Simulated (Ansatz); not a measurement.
Mo (bcc (W type), space group No. 229), a = 3.1293 Å, b = 3.1293 Å, c = 3.1293 Å, α = 90.00°, β = 90.00°, γ = 90.00°; the cell used has 1 atom.

Relaxed with PBEsol.

Problem. Which orbitals make up the states near the Fermi level in the program Ansatz at the PBEsol level (PAW)?

Solution. Within 0.5 eV of the Fermi level: Mo 4d 89 %, Mo 5s 5 %. Projections are on Löwdin-orthogonalised atomic valence shells; empty p or d shells of many metals are not among them.

Problem. Tabulate the density of states.

Solution. States/eV per cell of 1 atom, in 0.25 eV bins, energy from the Fermi level.

| E (eV) | total | Mo 4d | Mo 5s | Mo 4p |
|---|---|---|---|---|
| -7.55 | 0.00 | 0.00 | 0.00 | 0.00 |
| -7.30 | 0.01 | 0.00 | 0.01 | 0.00 |
| -7.05 | 0.03 | 0.00 | 0.03 | 0.00 |
| -6.80 | 0.05 | 0.00 | 0.04 | 0.00 |
| -6.55 | 0.06 | 0.00 | 0.05 | 0.00 |
| -6.30 | 0.08 | 0.00 | 0.07 | 0.00 |
| -6.05 | 0.09 | 0.01 | 0.08 | 0.00 |
| -5.80 | 0.11 | 0.01 | 0.09 | 0.00 |
| -5.55 | 0.23 | 0.11 | 0.11 | 0.01 |
| -5.30 | 0.64 | 0.45 | 0.17 | 0.01 |
| -5.05 | 1.00 | 0.73 | 0.24 | 0.01 |
| -4.80 | 1.12 | 0.86 | 0.22 | 0.02 |
| -4.55 | 1.35 | 1.11 | 0.20 | 0.02 |
| -4.30 | 1.43 | 1.22 | 0.18 | 0.02 |
| -4.05 | 1.39 | 1.23 | 0.13 | 0.02 |
| -3.80 | 0.88 | 0.79 | 0.08 | 0.02 |
| -3.55 | 0.84 | 0.81 | 0.02 | 0.01 |
| -3.30 | 1.65 | 1.61 | 0.01 | 0.02 |
| -3.05 | 2.04 | 1.98 | 0.01 | 0.03 |
| -2.80 | 1.28 | 1.24 | 0.02 | 0.01 |
| -2.55 | 0.98 | 0.93 | 0.03 | 0.01 |
| -2.30 | 0.86 | 0.79 | 0.05 | 0.01 |
| -2.05 | 1.22 | 1.09 | 0.09 | 0.02 |
| -1.80 | 2.12 | 1.84 | 0.21 | 0.03 |
| -1.55 | 1.37 | 1.19 | 0.13 | 0.02 |
| -1.30 | 0.71 | 0.58 | 0.09 | 0.01 |
| -1.05 | 0.58 | 0.47 | 0.07 | 0.01 |
| -0.80 | 0.52 | 0.43 | 0.06 | 0.01 |
| -0.55 | 0.50 | 0.42 | 0.05 | 0.01 |
| -0.30 | 0.51 | 0.44 | 0.04 | 0.00 |
| -0.05 | 0.57 | 0.50 | 0.04 | 0.00 |
| 0.20 | 0.82 | 0.75 | 0.03 | 0.00 |
| 0.45 | 0.95 | 0.88 | 0.03 | 0.00 |
| 0.70 | 1.04 | 0.98 | 0.03 | 0.00 |
| 0.95 | 1.19 | 1.14 | 0.02 | 0.00 |
| 1.20 | 1.30 | 1.25 | 0.02 | 0.00 |
| 1.45 | 1.27 | 1.23 | 0.01 | 0.00 |
| 1.70 | 1.56 | 1.53 | 0.01 | 0.00 |
| 1.95 | 1.41 | 1.38 | 0.02 | 0.00 |
| 2.20 | 1.58 | 1.54 | 0.03 | 0.00 |
| 2.45 | 2.31 | 2.22 | 0.07 | 0.00 |
| 2.70 | 1.13 | 1.02 | 0.09 | 0.00 |
| 2.95 | 0.86 | 0.74 | 0.09 | 0.00 |
| 3.20 | 0.74 | 0.61 | 0.09 | 0.00 |
| 3.45 | 0.67 | 0.54 | 0.09 | 0.00 |
| 3.70 | 0.62 | 0.50 | 0.09 | 0.00 |
| 3.95 | 0.59 | 0.47 | 0.09 | 0.00 |
| 4.20 | 0.45 | 0.33 | 0.09 | 0.00 |
| 4.45 | 0.34 | 0.22 | 0.10 | 0.00 |
| 4.70 | 0.29 | 0.16 | 0.10 | 0.00 |

Space group Im-3m (bcc (W type)). The cell was relaxed with PBEsol under the symmetry of its start. The run is not spin-polarised. Scalar-relativistic: spin–orbit coupling is off unless named, which matters more the heavier the elements.

Potentials: the later of the program's two PAW sets.
